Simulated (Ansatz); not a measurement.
Ansatz (a quantum-chemistry and plane-wave program) input:

Ansatz 0.2 input:
```yaml
crystal:
  lattice:
    - [3.9126147579, 0.0, 0.0]
    - [0.0, 3.9126147579, 0.0]
    - [0.0, 0.0, 3.9126147579]
  atoms:
    - { symbol: K, position: [0.0, 0.0, 0.0] }
    - { symbol: Mg, position: [0.5, 0.5, 0.5] }
    - { symbol: H, position: [0.5, 0.0, 0.5] }
    - { symbol: H, position: [0.0, 0.5, 0.5] }
    - { symbol: H, position: [0.5, 0.5, 0.0] }
kpoints:
  mp_grid: { grid: [7, 7, 7] }
hamiltonian:
  xc: lda
  pseudopotentials: { kind: paw }
scf:
  occupations: { method: fixed }
elastic: { mode: relaxed_ion, stencil: two_point, amplitude: 0.005, f_tol: 0.0005 }
```

Output (shortened):

```
Pseudopotential: K, paw, valence charge 9
Pseudopotential: Mg, paw, valence charge 10
Pseudopotential: H, paw, valence charge 1
Functional definition: SPW92
Crystal: 5 atoms, lattice volume = 59.896 Å³
Basis set: ecut = 420 eV, 1189 PW (Γ)
Bands: 16, of which v1, the nominal top of the filled ones, is band 11 counted from 1 (10 counted from 0)
Symmetry: 48 space group operations
Space group: Pm-3m (ITA 221), of the structure as read, at distance tolerance 3.9e-5 Å
k-points: 20 of 343
SCF iter   1: F=—  HF=-3446.363897 eV  |F-HF|=—  |Δ(HF+E_count)|=         —  Δρ=1.20e-2  dr2=6.07e-2  ethr=1.77e-3  ⟨swp⟩=4.7  Hψ=1482  notcnv=0  defer=49
preconditioner: auto → Resta (q_TF=auto, 2.309 Å⁻¹)
SCF iter   2: F=—  HF=-3446.342292 eV  |F-HF|=—  |Δ(HF+E_count)|=   2.16e-2  Δρ=5.32e-3  dr2=1.27e-2  ethr=2.76e-4  ⟨swp⟩=1.4  Hψ=505  notcnv=0  defer=51
SCF iter   3: F=—  HF=-3446.337337 eV  |F-HF|=—  |Δ(HF+E_count)|=   4.96e-3  Δρ=4.06e-4  dr2=4.78e-5  ethr=5.78e-5  ⟨swp⟩=2.0  Hψ=456  notcnv=0  defer=55
SCF iter   4: F=—  HF=-3446.337359 eV  |F-HF|=—  |Δ(HF+E_count)|=   2.21e-5  Δρ=1.01e-4  dr2=2.99e-6  ethr=2.17e-7  ⟨swp⟩=1.6  Hψ=354  notcnv=0  defer=32
SCF iter   5: F=—  HF=-3446.337360 eV  |F-HF|=—  |Δ(HF+E_count)|=   1.19e-6  Δρ=9.22e-6  dr2=4.29e-8  ethr=1.36e-8  ⟨swp⟩=2.1  Hψ=507  notcnv=0  defer=20
SCF iter   6: F=—  HF=-3446.337360 eV  |F-HF|=—  |Δ(HF+E_count)|=   7.34e-9  Δρ=1.50e-6  dr2=2.00e-9  ethr=1.95e-10  ⟨swp⟩=2.8  Hψ=542  notcnv=0  defer=20
SCF iter   7: F=—  HF=-3446.337360 eV  |F-HF|=—  |Δ(HF+E_count)|=  2.56e-10  Δρ=2.47e-7  dr2=1.83e-11  ethr=9.10e-12  ⟨swp⟩=2.2  Hψ=393  notcnv=0  defer=20
SCF iter   8: F=—  HF=-3446.337360 eV  |F-HF|=—  |Δ(HF+E_count)|=  2.27e-12  Δρ=4.61e-8  dr2=5.54e-13  ethr=8.31e-14 (applied; sched 1.00e-12)  ⟨swp⟩=2.0  Hψ=462  notcnv=0  defer=20
SCF iter   9: F=-3446.337360 eV  HF=-3446.337360 eV  |F-HF|=0.00e0  |Δ(HF+E_count)|=  9.09e-13  Δρ=4.22e-9  dr2=4.17e-15  ethr=1.00e-12  ⟨swp⟩=8.9  Hψ=1534  notcnv=0
SCF 1 converged in 9 iterations: F = -3446.337360 eV  dr2 = 4.17e-15
Crystal: 5 atoms, lattice volume = 59.597 Å³
Symmetry: 16 space group operations
k-points: 40 of 343
iter 1 solved again at ethr=5.70e-7 eV; its pass at ethr=3.10e-3 eV (dr2=1.25e-4 eV) is discarded
SCF iter   1: F=—  HF=-3446.336995 eV  |F-HF|=—  |Δ(HF+E_count)|=         —  Δρ=4.43e-4  dr2=1.11e-4  ethr=5.70e-7  ⟨swp⟩=2.1  Hψ=3404  notcnv=0  defer=119
preconditioner: auto → Resta (q_TF=auto, 2.311 Å⁻¹)
SCF iter   2: F=—  HF=-3446.336963 eV  |F-HF|=—  |Δ(HF+E_count)|=   3.16e-5  Δρ=1.97e-4  dr2=2.38e-5  ethr=5.05e-7  ⟨swp⟩=2.0  Hψ=681  notcnv=0  defer=42
SCF iter   3: F=—  HF=-3446.336955 eV  |F-HF|=—  |Δ(HF+E_count)|=   8.34e-6  Δρ=2.68e-5  dr2=4.40e-7  ethr=1.08e-7  ⟨swp⟩=2.0  Hψ=739  notcnv=0  defer=40
SCF iter   4: F=—  HF=-3446.336954 eV  |F-HF|=—  |Δ(HF+E_count)|=   4.00e-7  Δρ=7.25e-6  dr2=2.51e-8  ethr=2.00e-9  ⟨swp⟩=2.1  Hψ=874  notcnv=0  defer=40
SCF iter   5: F=—  HF=-3446.336954 eV  |F-HF|=—  |Δ(HF+E_count)|=   1.61e-9  Δρ=1.05e-6  dr2=5.07e-10  ethr=1.14e-10  ⟨swp⟩=2.4  Hψ=924  notcnv=0  defer=40
SCF iter   6: F=—  HF=-3446.336954 eV  |F-HF|=—  |Δ(HF+E_count)|=  1.59e-11  Δρ=1.72e-7  dr2=1.43e-11  ethr=2.30e-12  ⟨swp⟩=2.0  Hψ=872  notcnv=0  defer=40
SCF iter   7: F=—  HF=-3446.336954 eV  |F-HF|=—  |Δ(HF+E_count)|=  2.27e-12  Δρ=4.34e-8  dr2=7.51e-13  ethr=6.51e-14 (applied; sched 1.00e-12)  ⟨swp⟩=2.6  Hψ=1013  notcnv=0  defer=40
SCF iter   8: F=-3446.336954 eV  HF=-3446.336954 eV  |F-HF|=0.00e0  |Δ(HF+E_count)|=  1.36e-12  Δρ=7.48e-9  dr2=1.64e-14  ethr=1.00e-12  ⟨swp⟩=4.0  Hψ=2000  notcnv=0
SCF 2 converged in 8 iterations: F = -3446.336954 eV  dr2 = 1.64e-14
Crystal: 5 atoms, lattice volume = 60.196 Å³
iter 1 solved again at ethr=1.52e-9 eV; its pass at ethr=3.10e-3 eV (dr2=3.34e-7 eV) is discarded
SCF iter   1: F=—  HF=-3446.336944 eV  |F-HF|=—  |Δ(HF+E_count)|=         —  Δρ=1.54e-4  dr2=3.37e-7  ethr=1.52e-9  ⟨swp⟩=2.1  Hψ=3154  notcnv=0  defer=42
preconditioner: auto → Resta (q_TF=auto, 2.307 Å⁻¹)
SCF iter   2: F=—  HF=-3446.336956 eV  |F-HF|=—  |Δ(HF+E_count)|=   1.22e-5  Δρ=7.78e-5  dr2=8.28e-8  ethr=1.52e-9  ⟨swp⟩=1.0  Hψ=600  notcnv=0  defer=42
SCF iter   3: F=—  HF=-3446.336960 eV  |F-HF|=—  |Δ(HF+E_count)|=   4.13e-6  Δρ=8.20e-7  dr2=5.21e-11  ethr=3.76e-10  ⟨swp⟩=1.0  Hψ=601  notcnv=0  defer=42
SCF iter   4: F=—  HF=-3446.336960 eV  |F-HF|=—  |Δ(HF+E_count)|=  2.88e-10  Δρ=1.04e-7  dr2=4.76e-12  ethr=2.37e-13 (applied; sched 1.00e-12)  ⟨swp⟩=2.4  Hψ=954  notcnv=0  defer=42
SCF iter   5: F=—  HF=-3446.336960 eV  |F-HF|=—  |Δ(HF+E_count)|=  2.27e-12  Δρ=2.20e-8  dr2=1.89e-13  ethr=2.16e-14 (applied; sched 1.00e-12)  ⟨swp⟩=2.0  Hψ=813  notcnv=0  defer=42
SCF iter   6: F=-3446.336960 eV  HF=-3446.336960 eV  |F-HF|=4.55e-13  |Δ(HF+E_count)|=  9.09e-13  Δρ=2.91e-9  dr2=5.36e-15  ethr=1.00e-12  ⟨swp⟩=4.1  Hψ=1950  notcnv=0
SCF 3 converged in 6 iterations: F = -3446.336960 eV  dr2 = 5.36e-15
Crystal: 5 atoms, lattice volume = 59.896 Å³
Symmetry: 8 space group operations
k-points: 64 of 343
iter 1 solved again at ethr=1.01e-7 eV; its pass at ethr=3.10e-3 eV (dr2=2.23e-5 eV) is discarded
SCF iter   1: F=—  HF=-3446.337137 eV  |F-HF|=—  |Δ(HF+E_count)|=         —  Δρ=1.70e-4  dr2=8.58e-6  ethr=1.01e-7  ⟨swp⟩=3.1  Hψ=5654  notcnv=0  defer=191
preconditioner: auto → Resta (q_TF=auto, 2.309 Å⁻¹)
SCF iter   2: F=—  HF=-3446.337145 eV  |F-HF|=—  |Δ(HF+E_count)|=   7.42e-6  Δρ=9.43e-5  dr2=3.18e-6  ethr=3.90e-8  ⟨swp⟩=1.0  Hψ=962  notcnv=0  defer=67
SCF iter   3: F=—  HF=-3446.337147 eV  |F-HF|=—  |Δ(HF+E_count)|=   2.45e-6  Δρ=8.83e-6  dr2=4.10e-9  ethr=1.45e-8  ⟨swp⟩=1.0  Hψ=961  notcnv=0  defer=65
SCF iter   4: F=—  HF=-3446.337147 eV  |F-HF|=—  |Δ(HF+E_count)|=   5.92e-7  Δρ=7.66e-7  dr2=1.32e-10  ethr=1.86e-11  ⟨swp⟩=2.0  Hψ=1661  notcnv=0  defer=64
SCF iter   5: F=—  HF=-3446.337147 eV  |F-HF|=—  |Δ(HF+E_count)|=  1.53e-10  Δρ=1.28e-7  dr2=6.21e-12  ethr=5.99e-13 (applied; sched 1.00e-12)  ⟨swp⟩=3.0  Hψ=1952  notcnv=0  defer=64
SCF iter   6: F=—  HF=-3446.337147 eV  |F-HF|=—  |Δ(HF+E_count)|=  2.27e-12  Δρ=3.53e-8  dr2=1.90e-13  ethr=2.82e-14 (applied; sched 1.00e-12)  ⟨swp⟩=2.6  Hψ=1746  notcnv=0  defer=64
SCF iter   7: F=-3446.337147 eV  HF=-3446.337147 eV  |F-HF|=4.55e-13  |Δ(HF+E_count)|=  4.55e-13  Δρ=3.75e-9  dr2=5.47e-15  ethr=1.00e-12  ⟨swp⟩=4.0  Hψ=3116  notcnv=0
SCF 4 converged in 7 iterations: F = -3446.337147 eV  dr2 = 5.47e-15
Crystal: 5 atoms, lattice volume = 59.896 Å³
iter 1 solved again at ethr=8.05e-10 eV; its pass at ethr=3.10e-3 eV (dr2=1.77e-7 eV) is discarded
SCF iter   1: F=—  HF=-3446.337137 eV  |F-HF|=—  |Δ(HF+E_count)|=         —  Δρ=1.18e-4  dr2=1.77e-7  ethr=8.05e-10  ⟨swp⟩=2.0  Hψ=4953  notcnv=0  defer=67
preconditioner: auto → Resta (q_TF=auto, 2.309 Å⁻¹)
SCF iter   2: F=—  HF=-3446.337144 eV  |F-HF|=—  |Δ(HF+E_count)|=   7.20e-6  Δρ=5.97e-5  dr2=4.48e-8  ethr=8.05e-10  ⟨swp⟩=1.0  Hψ=960  notcnv=0  defer=67
SCF iter   3: F=—  HF=-3446.337147 eV  |F-HF|=—  |Δ(HF+E_count)|=   2.45e-6  Δρ=1.54e-7  dr2=1.33e-11  ethr=2.04e-10  ⟨swp⟩=1.0  Hψ=960  notcnv=0  defer=67
SCF iter   4: F=—  HF=-3446.337147 eV  |F-HF|=—  |Δ(HF+E_count)|=  2.50e-11  Δρ=4.34e-8  dr2=1.54e-12  ethr=6.04e-14 (applied; sched 1.00e-12)  ⟨swp⟩=2.0  Hψ=1630  notcnv=0  defer=67
SCF iter   5: F=-3446.337147 eV  HF=-3446.337147 eV  |F-HF|=4.55e-13  |Δ(HF+E_count)|=  4.55e-13  Δρ=7.16e-9  dr2=2.70e-14  ethr=1.00e-12  ⟨swp⟩=3.4  Hψ=3689  notcnv=0
SCF 5 converged in 5 iterations: F = -3446.337147 eV  dr2 = 2.70e-14
SCF converged after 9 iterations
Free energy (F): -3446.337360 eV
Harris-Foulkes:  -3446.337360 eV  (|F-HF|=0.00e0)
Internal energy: -3446.337360 eV  (E = F + TS)
E sigma→0 (E₀):  -3446.337360 eV
Fermi energy:    3.567096 eV
--- Per-component energies (eV) ---
  E_band       = -459.398397
  E_kinetic    = 371.457684
  E_local      = -2207.216528  (includes V_loc(G=0)·N_el)
  E_nonlocal   = 115.451385
  E_hartree    = 779.066469
  E_xc         = -189.333364
  E_vxc        = -236.956928  (∫ρ·V_xc dr)
  E_paw        = -1014.958845  (= ΣΔE_a)
  E_vpaw       = -60.263271  (= ΣTr[D̂ρ^β])
  E_aug_tail   = -0.003679  (compensation charges beyond the density's cutoff)
  E_ewald      = -1301.208462
  E_core_change = 0.407979  (= ΣΔE_core)
  E_smearing   =  0.000000  (= −TS)
  E_closure    =  0.000000  (closes the sum)
  Σ components = -3446.337360   (vs F -3446.337360, Δ=0.00e0)
  [band-id]    e_kinetic+e_local+e_nonlocal+2·e_hartree+e_vxc+e_vpaw+e_augmentation_tail = -459.398399   (vs E_band -459.398397, Δ=-1.51e-6)
--- Forces (eV/Å), atoms counted from 1 ---
  atom   1  K      0.00000000     0.00000000     0.00000000
  atom   2  Mg     0.00000000     0.00000000     0.00000000
  atom   3  H      0.00000000     0.00000000     0.00000000
  atom   4  H      0.00000000     0.00000000     0.00000000
  atom   5  H      0.00000000     0.00000000     0.00000000
  max |Σ_I F_I| component: 0.0 eV/Å
--- Stress (GPa, compression-positive) ---
        0.001184       0.000000       0.000000
        0.000000       0.001184       0.000000
        0.000000       0.000000       0.001184
  P = ⅓ Tr σ = 0.0012 GPa (0.012 kbar)
--- Band table (eV; the first three rows and the last of 20) ---
  k-point 0: bands = ["-69.8531", "-37.2808", "-37.2808", "-37.2808", "-25.0790", "-8.7313", "-8.7313", "-8.7313", "-2.3178", "3.0334", "3.0334", "9.4021", "9.4021", "9.4021", "11.6484", "11.6484"]
  k-point 1: bands = ["-69.8531", "-37.2812", "-37.2808", "-37.2808", "-25.0754", "-8.8014", "-8.7259", "-8.7259", "-2.0974", "2.7035", "3.1254", "9.2836", "9.2836", "9.5222", "11.0511", "11.8718"]
  k-point 2: bands = ["-69.8531", "-37.2823", "-37.2807", "-37.2807", "-25.0673", "-8.9518", "-8.7138", "-8.7138", "-1.4907", "1.8423", "3.3543", "9.0187", "9.0187", "9.9778", "10.1275", "12.3782"]
  k-point 19: bands = ["-69.8530", "-37.2828", "-37.2828", "-37.2828", "-25.0282", "-8.9184", "-8.9113", "-8.9113", "1.0333", "1.3773", "1.3773", "6.3301", "8.9614", "9.2254", "9.2254", "13.7865"]
--- Elastic constants: 2 strain directions × 2 members + reference (group order 48) ---
  dense FFT box of the reference and of every strained cell: 27×27×27
  strains applied: 11, 23; error gains: componentwise 1.00 (the most a stress slope's error grows in a printed constant), spectral 1.73 (1 for all six strains …
  C = ∂σ_k/∂η_j (tension-positive GPa; Voigt order 11 22 33 23 13 12):
        81.335     20.210     20.210      0.000      0.000      0.000
        20.210     81.335     20.210      0.000      0.000      0.000
        20.210     20.210     81.335      0.000      0.000      0.000
         0.000      0.000      0.000     41.556      0.000      0.000
         0.000      0.000      0.000      0.000     41.556      0.000
         0.000      0.000      0.000      0.000      0.000     41.556
  reference stress σ⁰ (GPa):     -0.001     -0.001     -0.001      0.000      0.000      0.000
  C* (energy form; C + prestress term) asymmetry max|C*_kj − C*_jk| = 7.105e-15 GPa — a small one proves nothing (zero by symmetry where the batch's group is …
  moduli (Voigt/Reuss/Hill, GPa): K = 40.59/40.59/40.59   G = 37.16/36.33/36.74   E = 84.68   ν = 0.152
  mechanically stable: yes (min eigenvalue of sym C = 41.56 GPa)
  where every solve meets its electron count the energy-path curvature estimates C_jj along a normal strain and C_jj − ¼(σ⁰_aa + σ⁰_bb) along a shear (ab), of …
  strain η (Voigt 11):  stress-route row diagonal C_11 = 81.34 GPa, energy-path curvature d²(F+E_count+ΔE)/dδ²/Ω₀ = 81.35 GPa
         δ    σ_11 (GPa)             F (eV)   n_scf  n_hpsi   n_pw
    -5.000e-3      -0.4156       -3446.3369542       8   11081   1189   relax 0 steps, max|allowed force component| 0.0 eV/Å
     5.000e-3       0.3978       -3446.3369601       6    8650   1191   relax 0 steps, max|allowed force component| 0.0 eV/Å
  strain η (Voigt 23):  stress-route row diagonal C_44 = 41.56 GPa, energy-path curvature d²(F+E_count+ΔE)/dδ²/Ω₀ = 41.58 GPa
         δ    σ_23 (GPa)             F (eV)   n_scf  n_hpsi   n_pw
    -5.000e-3      -0.2078       -3446.3371465       7   16974   1189   relax 0 steps, max|allowed force component| 0.0 eV/Å
     5.000e-3       0.2078       -3446.3371465       5   13110   1189   relax 0 steps, max|allowed force component| 0.0 eV/Å
```

Cost: around 11 core-seconds (rough) on shared cores.

The workflow started from a Materials Project entry (that database holds measured and hypothetical structures alike); the Crystallography Open Database files this formula in space group No. 221, but the cells were not matched. Whether it is the stable phase at ambient conditions was not checked. The LDA relaxation kept the symmetry of its start; phonons on a q-mesh show no instability.

Potentials: the later of the program's two PAW sets.

Ansatz is a plane-wave DFT program.
